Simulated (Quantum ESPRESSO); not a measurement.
## Kohn-Sham bands of SiSe$_{2}$ (Ibam)

```
SiSe2
1.0
    0.00000     0.00000    -5.89396
   -3.35162     4.74261    -2.94698
    3.35162     4.74261    -2.94698
Si Se
2 4
Direct
  0.75000   0.00000   0.00000
  0.25000   0.00000   0.00000
  0.12636   0.68437   0.06291
  0.87364   0.31563   0.93709
  0.37364   0.93709   0.31563
  0.62636   0.06291   0.68437
```

Materials Project entry mp-1179443; symmetrised, unrelaxed at this level. COD (Crystallography Open Database) has an entry of this formula and space group (matched by these alone). Level: LDA, no spin polarisation, no spin-orbit coupling; pw.x of Quantum ESPRESSO at 69 Ry with PseudoDojo potentials, 4×4×4 k-points, Wannier90. Density: 6×6×6 mesh, cold smearing 0.01 Ry. The cell is built of weakly bound layers, chains or molecules, whose nearest atoms lie 3.85 Å apart. Database cells relaxed without dispersion often hold them too far apart, which can enlarge gaps and weakens couplings between them; spacing and stacking were not compared with the measured crystal. Spin-orbit coupling, left out, would split the p-like bands by a few tenths of an eV.

Energies are relative to the valence-band maximum; weights are on the orthonormalised atomic waves of the pseudopotential files, averaged over the group. 72 electrons a cell are treated as valence.

**Question.** Into which isolated groups do the bands fall, where do they lie and what are they made of?

**Answer.** 
```csv
bands,from (eV),to (eV),filling,weight on atomic waves
1–20,-47.25,-46.99,filled,Se 3d 100 %
21–22,-14.41,-12.70,filled,"Se 4s 63 %, Si 3s 17 %, Si 3p 14 %"
23–24,-12.49,-12.18,filled,"Se 4s 81 %, Si 3p 18 %"
25–26,-7.75,-5.98,filled,"Se 4p 42 %, Si 3s 36 %, Se 4s 21 %"
27–36,-4.94,0.00,filled,"Se 4p 78 %, Si 3p 16 %"
```

The Kohn-Sham gap over both meshes and the path is 1.79 eV.
